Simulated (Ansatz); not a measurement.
An Ansatz input and the part of its output that reports the observables at the nuclei.

The cell is an entry of the Crystallography Open Database (COD), taken as it stands.

```yaml
crystal:
  lattice:
    - [0.0, 3.235, 3.235]
    - [3.235, 0.0, 3.235]
    - [3.235, 3.235, 0.0]
  atoms:
    - { symbol: Bi, position: [0.0, 0.0, 0.0] }
    - { symbol: Te, position: [0.5, 0.5, 0.5] }
kpoints:
  mp_grid: { grid: [12, 12, 12] }
scf:
  occupations: { method: fermi_dirac, width: 0.02 }
hamiltonian:
  xc: pbe
  pseudopotentials: { kind: paw }
output:
  forces: true
  stress: true
  populations: true
  efg: { quadrupole_moments_barn: { Bi: -0.516 }, contact_densities: true }
```

```sh
ansatz run input.yaml --threads 1 --pin off --max-ram 3072MiB --backend cpu --events-out ev --progress --plain --runs-dir out
```

Of the output, the block on the nuclei alone is shown; the set-up, the SCF iterations, energies, forces and stress are cut. One atom of each set with nearly equal values is shown.

```
--- PAW observables at the nuclei: V_zz in 10²¹ V/m², potentials from the cell's mean, atoms counted from 1 ---
  atom   1  Bi V_zz =    +0.000000   η = 0.0000   by run symmetry: forbidden   C_q = -0.0000 MHz
            electrostatic potential = -17829.666498 V   contact ρ = 17906490.981194 e/Å³
  atom   2  Te V_zz =    +0.000000   η = 0.0000   by run symmetry: forbidden
            electrostatic potential = -8649.058082 V   contact ρ = 1468769.587454 e/Å³
```

Hardware: 1 thread of Intel Xeon Platinum 8488C (Sapphire Rapids) (x86_64; 16 cores open to the job, memory cap 3.0 GiB, no GPU), a shared host with a load of 0.3 a core. Wall time 6.4 s, CPU time 6.3 s, peak memory 0.52 GiB.
